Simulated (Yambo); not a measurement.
G0W0@LDA for PbSe (rock salt, space group Fm-3m, No. 225) in Yambo. Reference settings: 4×4×4 Γ-centred k mesh, bands 6 to 136 and a 10 Ry block in the screening, 136 bands in G with the Bruneval-Gonze terminator, plasmon pole fitted at 27.2 eV. The LDA gap L → L on this mesh is 0.28 eV; G0W0 gaps are taken between the same points.

Gap (L → L) in eV against the number of bands and the screening block, terminator on:

```tsv
bands (W and G)	2 Ry	4 Ry	6 Ry	8 Ry	10 Ry
31	0.557	0.688	0.733	0.741	0.746
49	0.527	0.689	0.755	0.770	0.780
74	0.530	0.709	0.794	0.816	0.829
104	0.535	0.718	0.811	0.836	0.853
136	0.537	0.720	0.817	0.845	0.863
```

Rough cost of the Yambo step against the reference (shared machines):

| bands (W and G) | 2 Ry | 4 Ry | 6 Ry | 8 Ry | 10 Ry |
|---|---|---|---|---|---|
| 31 | 1/8 | 1/6 | 1/6 | 1/6 | 1/5 |
| 49 | 1/5 | 1/4 | 1/4 | 1/4 | 1/3 |
| 74 | 1/3 | 1/4 | 1/3 | 1/2 | ~1 |
| 104 | 1/3 | 1/2 | ~1 | ~1 | ~1 |
| 136 | ~1 | ~1 | ~1 | ~1 | 1 |

At the largest block the last step in bands moves the gap by 0.010 eV; at the most bands the last step in the block moves it by 0.018 eV.

Spin-orbit coupling is left out; with 6p states at a band edge it can lower the gap by many tenths of an eV, most of a small gap. So small a LDA gap in heavy elements may be inverted, where one-shot corrections to single bands mislead.

The standard potentials for Pb, Se keep a d shell in the valence without the s and p states of that shell. In tests on such compounds this moved G0W0 gaps by up to about 0.9 eV, so absolute quasiparticle energies here are unreliable; differences between settings are what counts.

Geometry of the Materials Project entry, not relaxed at this level; primitive cell a = 4.371 Å, b = 4.371 Å, c = 4.371 Å, α = 60.00°, β = 60.00°, γ = 60.00°.
